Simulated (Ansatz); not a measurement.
Pt (fcc, Cu type)

```
Pt
1.0
    0.00000     1.97000     1.97000
    1.97000     0.00000     1.97000
    1.97000     1.97000     0.00000
Pt
1
Direct
  0.00000   0.00000   0.00000
```

Grid over V/V₀ and (c/a)/(c/a)₀, subscript 0 meaning the relaxed cell; the conventional c axis lies along z; no internal relaxation.

Computed with r2SCAN (plane waves to 500 eV, PAW, scalar-relativistic; Ansatz, a program for electronic structure). k mesh 20×20×20 (Γ-centred), Fermi-Dirac smearing 0.05 eV. Compression counts positive. With partly filled bands, the response to shear is sensitive to the k mesh, so small differences along c/a are uncertain. Pt is run without spin polarisation. Pt was relaxed with its symmetry unable to fall. Spin-orbit coupling is left out, though Pt is heavy. The PAW data are Ansatz's earlier set.

At one point of the scan the stress tensor (GPa) is:

```
   -0.8      0.0      0.0
    0.0     -0.8      0.0
    0.0      0.0      2.0
```

Q: Which point is it?
A. V/V₀ = 1.000, (c/a)/(c/a)₀ = 0.960
B. V/V₀ = 0.920, (c/a)/(c/a)₀ = 0.960
C. V/V₀ = 0.920, (c/a)/(c/a)₀ = 1.013
D. V/V₀ = 0.973, (c/a)/(c/a)₀ = 1.013

A: A, V/V₀ = 1.000, (c/a)/(c/a)₀ = 0.960

(Under strain, the slope of the energy per volume gives the stress and its curvature an elastic modulus.)
